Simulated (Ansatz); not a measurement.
Given:

Te:
```xyz
3
Lattice="4.5165 0.0000 0.0000 -2.2582 3.9114 0.0000 0.0000 0.0000 5.9252" Properties=species:S:1:pos:R:3 pbc="T T T"
Te     1.1780     0.0000     1.9751
Te    -0.5890     1.0202     3.9502
Te     1.6693     2.8912     0.0000
```

This is the r²SCAN+D4-relaxed structure.

Problem. All from the program Ansatz at the r²SCAN+D4 level (PAW), unless another level is named. Estimate the band gap.

Solution. 0.40 eV (indirect).

Problem. Predict the smallest direct gap on the standard path.

Solution. 0.42 eV.

Problem. Predict the valence-band maximum.

Solution. on the H–K line, 6 % of the way from H.

Problem. Predict the conduction-band minimum.

Solution. at H (2 equivalent valleys).

Space group P3_121 (trigonal Se type). The r²SCAN+D4 relaxation kept the symmetry of its start. Spin–orbit coupling is left out wherever it is not named.

Potentials: the earlier of the program's two PAW sets.
